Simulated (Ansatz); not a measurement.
Relaxed KTaO3 (cubic perovskite):

```xyz
5
Lattice="4.0232 0.0000 0.0000 0.0000 4.0232 0.0000 0.0000 0.0000 4.0232" Properties=species:S:1:pos:R:3 pbc="T T T"
K      0.0000     0.0000     0.0000
Ta     2.0116     2.0116     2.0116
O      0.0000     2.0116     2.0116
O      2.0116     2.0116     0.0000
O      2.0116     0.0000     2.0116
```

All values below come from PBE (plane waves to 420 eV, PAW, scalar-relativistic; Ansatz, a program for electronic structure). k mesh 7×7×7 (Γ-centred), Fermi-Dirac smearing 0.05 eV. KTaO3 is run without spin polarisation. KTaO3 was relaxed with its symmetry unable to fall. Spin-orbit coupling is left out, though Ta is heavy. The PAW data are Ansatz's earlier set.

One atom of the cell was then moved (with its periodic images), all else fixed, and the forces (eV/Å) came out as:

```json
[
 {"atom": "K1", "Fx": "-0.212", "Fy": "0.000", "Fz": "0.000"},
 {"atom": "Ta2", "Fx": "0.123", "Fy": "0.000", "Fz": "0.000"},
 {"atom": "O3", "Fx": "0.038", "Fy": "0.000", "Fz": "0.000"},
 {"atom": "O4", "Fx": "0.025", "Fy": "0.000", "Fz": "0.000"},
 {"atom": "O5", "Fx": "0.025", "Fy": "0.000", "Fz": "0.000"}
]
```

Question: Which atom was moved, and by which vector (Å)?

Answer: K1, by (0.06, 0.00, 0.00), 0.06 Å in all.

(For displaced atoms, the force is minus the slope of the energy, and its curvature is a force constant, which sets phonon frequencies.)
